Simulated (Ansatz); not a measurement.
Polymorphs of La, each relaxed with PBE in the plane-wave PAW code Ansatz:

A: simple cubic (Pm-3m)
a = b = c = 3.328 Å, α = β = γ = 90.00°

```json
[
 {"atom": "La", "site": "1a", "symmetry": "m-3m", "x": "0.0000", "y": "0.0000", "z": "0.0000"}
]
```

B: diamond (Fd-3m)
a = b = c = 6.678 Å, α = β = γ = 90.00°

```csv
atom,site,symmetry,x,y,z
La,8b,-43m,0.5000,0.5000,0.5000
```

Q: Put the candidates in order of energy per atom at 0 K, lowest first, for PBE.

A: A (+0 meV/atom), B (+496 meV/atom)

Constructed cells (a structure type filled with these elements, in neither database checked): A. Typed or built starts, not in the databases checked: B. Not the usual ambient phase: A; B. All cells were relaxed under the symmetry of their starts (and spin orders); stability against distortions was not tested throughout. Scalar-relativistic: spin–orbit coupling is off unless named, which matters more the heavier the elements.

Energies hold the estimated change up to a 700 eV cutoff; steps of a few meV lie near the error of the meshes.

Potentials: the later of the program's two PAW sets.
